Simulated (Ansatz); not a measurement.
Ta$_{2}$N:
```yaml
crystal:
  lattice:
    - [5.26420, 0.00000, 0.00000]
    - [-2.63210, 4.55893, 0.00000]
    - [0.00000, 0.00000, 4.91126]
  atoms:
    - { symbol: Ta, position: [0.66704, 0.66704, 0.75262] }
    - { symbol: Ta, position: [0.33296, 0.33296, 0.24738] }
    - { symbol: Ta, position: [0.33296, 0.00000, 0.75262] }
    - { symbol: Ta, position: [0.66704, 0.00000, 0.24738] }
    - { symbol: Ta, position: [0.00000, 0.33296, 0.75262] }
    - { symbol: Ta, position: [0.00000, 0.66704, 0.24738] }
    - { symbol: N, position: [0.66667, 0.33333, 0.50000] }
    - { symbol: N, position: [0.33333, 0.66667, 0.50000] }
    - { symbol: N, position: [0.00000, 0.00000, 0.00000] }
```

Relaxed with PBEsol. Special points in fractions of this cell's reciprocal vectors: Γ (0.000, 0.000, 0.000); M (0.500, 0.000, 0.000); K (0.333, 0.333, 0.000); A (0.000, 0.000, 0.500); L (0.500, 0.000, 0.500); H (0.333, 0.333, 0.500); H2 (0.333, 0.333, -0.500).

Problem. List the band energies nearest the Fermi level at these points for DFT-PBEsol with spin–orbit coupling in the program Ansatz with PAW potentials.

Solution. In eV from the Fermi level; about four levels below and three above (degenerate sets whole), none deeper than 8.9 eV; points with the same levels are listed once.

```csv
k,below,above
Γ,-0.37 -0.37 -0.37 -0.37 -0.28 -0.28,0.16 0.16 0.69 0.69
M,-1.99 -1.99 -1.42 -1.42,0.39 0.39 0.58 0.58
K,-1.87 -1.87 -1.58 -1.58,0.73 0.73 0.76 0.76
A,-1.29 -1.29 -0.95 -0.95,0.66 0.66 0.67 0.67
L,-0.74 -0.74 -0.07 -0.07,0.11 0.11 0.21 0.21
H,-0.54 -0.54 -0.40 -0.40,0.79 0.79 0.93 0.93
```

Space group P-31m. The first step of the workflow began from a Materials Project structure, measured or hypothetical; the Crystallography Open Database copy checked does not list it. Whether it is the stable phase at ambient conditions was not checked. The cell was relaxed with PBEsol under the symmetry of its start; whether a distortion lowers the energy is not shown. No spin polarisation was allowed. With an odd number of electrons in the cell and no spin polarisation, the count alone makes it a metal.

Potentials: the earlier of the program's two PAW sets. The files were generated under PBE; for other functionals the program regenerates the frozen cores, and for LDA and PBEsol the local potential too.
